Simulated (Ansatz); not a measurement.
Input and output of a one-shot G0W0 calculation on SnSe2 (P-3m1) from a database of computed structures (Ansatz, G0W0@PBE with 1074 empty bands, a screening cutoff of 300 eV and a 6×6×4 mesh). Cell and atoms come from a relaxation with r2SCAN+rVV10.

The input:
```yaml
crystal:
  lattice:
    - [3.8251525338, 0.0, 0.0]
    - [-1.9125762669, 3.3126792677, 0.0]
    - [0.0, 0.0, 6.226910616]
  atoms:
    - { symbol: Sn, position: [0.0, 0.0, 0.0] }
    - { symbol: Se, position: [0.6666666667, 0.3333333333, 0.7469206687] }
    - { symbol: Se, position: [0.3333333333, 0.6666666667, 0.2530793313] }
kpoints:
  mp_grid: { grid: [6, 6, 4] }
hamiltonian:
  xc: pbe
scf:
  occupations: { method: fixed }
gw:
  n_empty_bands: 1074
  ecut_chi: 300
  qp_bands: [v2, c2]
  qp_kpoints: band_edges
  screening: { model: contour_deformation }
```

**Question.** It ran on 1 × NVIDIA H100 80GB HBM3 with 4 threads of AMD EPYC 7R13 Processor (Zen 3) (shared host), load about 2.6 per core. About how long did it take, and how much host memory at the peak?

**Answer.** About 120 s, with a peak of 6.2 GiB.

**Question.** What does the program print?

**Answer.** The output, standing remarks left out:
```
Functional definition: PBE
Crystal: 3 atoms, lattice volume = 78.904 Å³
Basis set: ecut = 420 eV, 1545 PW (Γ)
Bands: 28, of which v1, the nominal top of the filled ones, is band 23 counted from 1 (22 counted from 0)
Symmetry: 12 space group operations
Space group: P-3m1 (ITA 164)
k-points: 24 of 144
SCF converged after 6 iterations
Free energy (F): -16963.337529 eV
Fermi energy:    7.749627 eV
--- G₀W₀: contour deformation, 8 samples at zero and on the imaginary axis and 2 off it, 144 q-points, 1074 empty bands' worth ---
    ik  band        ε_KS         Σx   Σc(E_QP)       V_xc       Z   E_QP_lin       E_QP  E_QP is
     0    22      7.5031   -17.4930     1.3818   -15.4323  0.7236     6.8042     6.8241  root
     0    23      7.6770   -17.6952     1.4938   -15.4625  0.7304     6.9172     6.9381  root
     0    24      8.8084   -11.7529    -3.4173   -15.0054  0.7715     8.6440     8.6437  root
     0    25     10.8715    -8.1425    -4.1875   -12.2679  0.7765    10.8094    10.8094  root
     1    22      7.5910   -17.5284     1.3200   -15.5242  0.7267     6.8883     6.9068  root
     1    23      7.5910   -17.5284     1.3200   -15.5242  0.7267     6.8883     6.9068  root
     1    24      9.6885   -12.2669    -3.5466   -15.6527  0.7573     9.5280     9.5276  root
     1    25     10.8561    -8.3669    -4.2075   -12.5151  0.7755    10.7969    10.7968  root
     2    22      7.6614   -17.5737     1.2793   -15.6089  0.7284     6.9578     6.9759  root
     2    23      7.6614   -17.5737     1.2793   -15.6089  0.7284     6.9578     6.9759  root
     2    24     10.2447   -12.1460    -3.9288   -15.9622  0.7428    10.1327    10.1322  root
     2    25     10.7831    -8.4336    -4.2074   -12.5821  0.7776    10.7244    10.7243  root
     3    22      7.7012   -17.5823     1.4772   -15.3701  0.7296     6.9459     6.9662  root
     3    23      7.7496   -17.6114     1.2924   -15.6170  0.7299     7.0304     7.0476  root
     3    24     10.0144   -12.2695    -3.7663   -15.9072  0.7372     9.8863     9.8859  root
     3    25     11.5187    -8.3153    -4.3368   -12.5937  0.7723    11.4604    11.4603  root
     4    22      6.9626   -17.2879     1.7563   -14.8142  0.7124     6.2206     6.2451  root
     4    23      7.5765   -17.4918     1.4007   -15.3921  0.7257     6.8582     6.8775  root
     4    24      9.8039   -11.6576    -3.6871   -15.2177  0.7457     9.6773     9.6769  root
     4    25     11.9659    -8.7981    -4.4878   -13.2443  0.7675    11.9244    11.9243  root
     5    22      6.6504   -16.8980     1.7436   -14.4796  0.7043     5.9518     5.9756  root
     5    23      7.5723   -17.4119     1.3706   -15.3469  0.7257     6.8585     6.8778  root
     5    24      9.9551   -11.4123    -3.8192   -15.1201  0.7420     9.8442     9.8437  root
     5    25     11.9617    -9.1921    -4.5086   -13.6574  0.7699    11.9185    11.9185  root
     6    22      7.3590   -17.2305     1.5760   -14.9331  0.7232     6.6138     6.6378  root
     6    23      7.7489   -17.5513     1.2679   -15.5844  0.7300     7.0329     7.0500  root
     6    24     10.2129   -11.9403    -3.9359   -15.7661  0.7342    10.1036    10.1028  root
     6    25     11.5658    -8.8907    -4.3482   -13.1780  0.7724    11.5050    11.5049  root
     7    22      7.1981   -16.9016     1.5925   -14.6026  0.7186     6.4669     6.4916  root
     7    23      7.6309   -17.5634     1.3553   -15.5008  0.7274     6.9045     6.9236  root
     7    24      9.2930   -11.0917    -3.5805   -14.5217  0.7506     9.1429     9.1425  root
     7    25     11.7304    -8.3794    -4.3547   -12.6770  0.7727    11.6734    11.6733  root
     8    22      6.8109   -17.0250     1.8340   -14.4847  0.7081     6.0772     6.1046  root
     8    23      7.4198   -17.4118     1.4847   -15.2240  0.7219     6.6951     6.7168  root
     8    24      8.8004   -10.8677    -3.3851   -14.0949  0.7575     8.6428     8.6425  root
     8    25     12.1202    -8.1905    -4.4297   -12.5615  0.7678    12.0616    12.0616  root
  […]
```
Only the leading digits can be foreseen; the rest is this run's record.

The points are ik 0 = (0, 0, 0) (Γ), ik 1 = (0, 0, 1/4), ik 2 = (0, 0, -1/2), ik 3 = (0, 1/6, 0), ik 4 = (0, 1/6, 1/4), ik 5 = (0, 1/6, -1/2), ik 6 = (0, 1/6, -1/4), ik 7 = (0, 1/3, 0), ik 8 = (0, 1/3, 1/4), ik 9 = (0, 1/3, -1/2), ik 10 = (0, 1/3, -1/4), ik 11 = (0, -1/2, 0); band 23 is the last filled one.

The quasiparticle gap on this mesh is 1.29 eV (k = (0, 1/6, -1/4) to k = (0, -1/2, -1/2)), against 0.79 eV from PBE: +0.50 eV. Renormalisation factors Z lie between 0.67 and 0.78. The G0W0 figures hold for the stated bands, cutoff and mesh and aren't extrapolated.

No spin polarisation and no zero-point or thermal motion.

No spin-orbit coupling is included; it can move band edges with weight on the heavy atoms by tenths of an eV.

For so narrow a gap this mesh doesn't settle the screening, and the bands and cutoff are finite.
